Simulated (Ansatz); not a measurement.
# Computed energy against volume: CoSi (FeSi type, space group P2_13)

CoSi (FeSi type, space group P2_13)

Space group P2₁3 (No. 198); a = 4.386 Å, b = 4.386 Å, c = 4.386 Å, α = 90.00°, β = 90.00°, γ = 90.00°

```
atom  site  symmetry       x       y       z
----  ----  --------  ------  ------  ------
Co      4a       .3.  0.1456  0.1456  0.1456
Si      4a       .3.  0.8433  0.8433  0.8433
```

Equation-of-state scan: isotropic scaling of the cell above, V₀ being its volume. The atoms relax within the cell's symmetry.

Calculation: PBEsol (plane waves to 420 eV, PAW, scalar-relativistic; Ansatz, a program for electronic structure). k mesh 11×11×11 (Γ-centred), Fermi-Dirac smearing 0.05 eV. The energy includes the smearing's −TS. Compression counts positive. At this level the bands of CoSi touch or barely overlap. CoSi is run without spin polarisation. CoSi was relaxed with its symmetry unable to fall. ΔE is measured from the relaxed starting cell.

```tsv
V (Å³/atom)	ΔE (meV/atom)	P (GPa)
8.858	281	62.6
9.279	145	41.4
9.701	59	24.4
10.123	14	10.8
10.545	0	0.0
10.967	12	-8.6
11.388	44	-15.3
11.810	91	-20.4
12.232	150	-23.7
```

Read from the data:

The pressure at the smallest volume is 62.6 GPa. The energy cost of the largest compression comes out as 281 meV/atom. The energy cost of the largest expansion is 150 meV/atom, the bulk modulus B₀ (third-order Birch-Murnaghan fit) is 237 GPa and the pressure derivative B₀′ (fit) comes out as 4.8. The equilibrium volume of the fit is 10.55 Å³/atom and the pressure for 5 % compression (fit) is 13.8 GPa.

(Under strain, the slope of the energy per volume gives the stress and its curvature an elastic modulus.)
